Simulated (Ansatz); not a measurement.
One crystal and one scan (energy against volume) at two levels, PBE (plane waves to 420 eV, PAW, scalar-relativistic; Ansatz, a program for electronic structure) and r2SCAN (plane waves to 500 eV, PAW, scalar-relativistic; Ansatz), each from its own relaxed cell and on its own mesh.

The crystal is Ga2O3 (beta-Ga2O3 type, space group C2/m); the cell is scaled evenly about its relaxed volume V₀.

Energies are smeared free energies. Ga2O3 was relaxed with its symmetry unable to fall. With the shape held, the modulus is that of even scaling; a crystal free to change shape is softer.

```json
[
 {"quantity": "Lattice constant a (Å)", "run 1": "12.26", "run 2": "12.46"},
 {"quantity": "Lattice constant b (Å)", "run 1": "3.039", "run 2": "3.083"},
 {"quantity": "Lattice constant c (Å)", "run 1": "5.808", "run 2": "5.878"},
 {"quantity": "Relaxed volume (Å³/atom)", "run 1": "10.50", "run 2": "10.97"},
 {"quantity": "Band gap of the relaxed cell, no spin-orbit coupling (eV)", "run 1": "3.02", "run 2": "2.01"},
 {"quantity": "Bulk modulus at fixed cell shape B₀ (third-order Birch-Murnaghan fit) (GPa)", "run 1": "183.6", "run 2": "156.9"}
]
```

Problem. Which run is which level?

Solution. Run 2 is PBE, run 1 is r2SCAN. PBE gives the higher value for: lattice constant a; lattice constant b; lattice constant c; relaxed volume. PBE gives the lower value for: band gap of the relaxed cell, no spin-orbit coupling; bulk modulus at fixed cell shape B₀.

(A scan under strain: stresses follow from slopes of the energy per volume, elastic moduli from its curvatures.)
